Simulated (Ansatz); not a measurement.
## Is this Na2Bi structure a true minimum?

It was reached by relaxing an invented guess, and it needn't be the stable form of this composition.

Level of theory: DFT PBE, scalar-relativistic, plane waves, PAW (Ansatz 0.2.0). Plane waves to 420 eV, a k mesh through Γ of 12×12×14 on the computed 3-atom cell and Gaussian smearing (0.10 eV); no spin polarisation.

The cell below (3 atoms, space group P-3m1 (No. 164)) is relaxed within its symmetry.

```
Na Bi
1.0
     5.33128    0.00000    0.00000
    -2.66564    4.61702    0.00000
     0.00000    0.00000    3.55242
Na Bi
2 1
Direct
  0.66667 0.33333 0.66460
  0.33333 0.66667 0.33540
  0.00000 0.00000 0.00000
```

For the test a repeat of it with 6 atoms (edges 3.55, 5.33, 9.23 Å) was strained at random (σ = 1.5 % a component), the atoms were moved at random (σ = 0.10 Å), and all was relaxed again on a coarse 6×4×4 mesh (in the run’s order of axes) with 0.20 eV smearing, with no symmetry imposed.

Spin–orbit coupling, which can matter for Bi, is left out.

Task: Is the structure stable against such a distortion?

Result: It doesn't return. The energy falls by 28 meV/atom on that mesh, the volume changes by -1.1 %, and the end has space group Immm (No. 71) at a loose tolerance. Relaxed again on a 10×10×14 mesh with 0.10 eV smearing, the new structure lies 23 meV/atom below the first (mesh in the axes of the run's cell; the cell below is made exact in the group named). Space group Immm (No. 71), orthorhombic, a = 3.620 Å, b = 4.903 Å, c = 9.816 Å. Na has 1 Na at 3.15 Å, 5 Bi at 3.33–3.43 Å and 6 Na at 3.52–3.62 Å; Bi has 10 Na at 3.33–3.43 Å and 2 Bi at 3.62 Å.

```
CELL_PARAMETERS angstrom
-1.81019 2.45157 4.90822
1.81019 -2.45157 4.90822
1.81019 2.45157 -4.90822
ATOMIC_POSITIONS crystal
Na 0.66028 0.66028 0.00000
Na 0.33972 0.33972 0.00000
Bi 0.00000 0.00000 0.00000
```
